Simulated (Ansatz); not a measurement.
A (100) slab of HfN (Fm-3m (No. 225)), 5 planes, outer planes HfN (top) and HfN (bottom), with 10 atoms (Hf5N5) in a surface cell of A = 10.240 Å², as cut from the bulk:

```
CELL_PARAMETERS angstrom
3.19994 0.00000 0.00000
0.00000 3.19994 0.00000
0.00000 0.00000 24.05080
ATOMIC_POSITIONS crystal
Hf 0.50000 0.50000 0.31184
N 0.00000 0.00000 0.31184
Hf 0.00000 0.00000 0.40592
N 0.50000 0.50000 0.40592
Hf 0.50000 0.50000 0.50000
N 0.00000 0.00000 0.50000
Hf 0.00000 0.00000 0.59408
N 0.50000 0.50000 0.59408
Hf 0.50000 0.50000 0.68816
N 0.00000 0.00000 0.68816
```

Theory: DFT r2SCAN, scalar-relativistic, plane waves, PAW (Ansatz 0.2.0). Settings: cutoff 500 eV, Γ-centred mesh 11×11×1 on the computed 10-atom cell, Gaussian smearing of 0.10 eV; no spin polarisation. The cell repeats along c with a dipole correction in the vacuum.

Against the same 10 atoms in the bulk, the slab as cut lies 2.426 eV higher and the relaxed slab 2.100 eV higher.

Task: Work out the surface energy before and after relaxation.

Result: The slab has two faces, so γ = (E_slab − N·E_bulk)/(2A), the mean of both. As cut: 2.426/(2 × 10.240) = 0.1185 eV/Å², and 1 eV/Å² = 16.02 J/m², so γ = 1.90 J/m². Relaxed: 2.100/(2 × 10.240) = 0.1025 eV/Å² = 1.64 J/m². Relaxation recovers 13 % of the cost of cutting.

Task: What is the ideal work of this cut, per area?

Result: Griffith's ideal work is 2γ: 3.80 J/m² if the new faces stay rigid, 3.29 J/m² if they relax. One thickness was run, 5 planes, so γ can still shift with it.

Spin polarisation was left out, and a magnetic state may lie lower.